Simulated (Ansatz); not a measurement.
GaAs (zinc blende)

```
CELL_PARAMETERS angstrom
      0.00000     2.82951     2.82951
      2.82951     0.00000     2.82951
      2.82951     2.82951     0.00000
ATOMIC_POSITIONS crystal
  As 0.75000 0.75000 0.75000
  Ga 0.00000 0.00000 0.00000
```

In this cell atom 2 (Ga, nearest neighbour As at 2.450 Å; its periodic images, 4.0 Å or more away, move with it) is moved by u·(1.000, 0.000, 0.000) + v·(0.000, 0.000, 1.000); the rest is frozen.

The numbers are results of PBEsol (plane waves to 420 eV, PAW, scalar-relativistic; Ansatz, a program for electronic structure), not measurements. k mesh 8×8×8 (Γ-centred), Fermi-Dirac smearing 0.05 eV. Stress and pressure are positive under compression. As the smearing reaches across the gap at some points, energies and forces of such displacements shift with the k mesh and the smearing. GaAs was relaxed with its symmetry unable to fall. The last digit holds for this mesh only.

Changes of P (GPa) from the point u = 0.000 Å, v = 0.000 Å when one coordinate moves alone (two changes are said to add if the coupling is within 5 % of the smaller one, nearly so within 20 %):

| point | change |
|---|---|
| u = 0.000 Å, v = -0.610 Å | 9.57 |
| u = 0.000 Å, v = -0.305 Å | 2.70 |
| u = -0.610 Å, v = 0.000 Å | 9.57 |
| u = -0.305 Å, v = 0.000 Å | 2.70 |
| u = 0.305 Å, v = 0.000 Å | 2.70 |
| u = 0.610 Å, v = 0.000 Å | 9.57 |
| u = 0.000 Å, v = 0.305 Å | 2.70 |
| u = 0.000 Å, v = 0.610 Å | 9.57 |

Q: What is the change at u = -0.610 Å, v = -0.305 Å, where both move, and how far is it from the sum?

A: The sum of the single changes is 9.57 + (2.70) = 12.27; the calculation gives 14.34, so the coupling contributes 2.07 (over 20 % of the smaller single change, not additive).

Q: Do the two effects add at u = -0.305 Å, v = 0.305 Å? Give the computed change.

A: The sum of the single changes is 2.70 + (2.70) = 5.40; the calculation gives 5.96, so the coupling contributes 0.56 (over 20 % of the smaller single change, not additive).

Q: Do the two effects add at u = 0.610 Å, v = 0.610 Å? Give the computed change.

A: The sum of the single changes is 9.57 + (9.57) = 19.14; the calculation gives 26.98, so the coupling contributes 7.84 (over 20 % of the smaller single change, not additive).

(For displaced atoms, the force is minus the slope of the energy, and its curvature is a force constant, which sets phonon frequencies.)
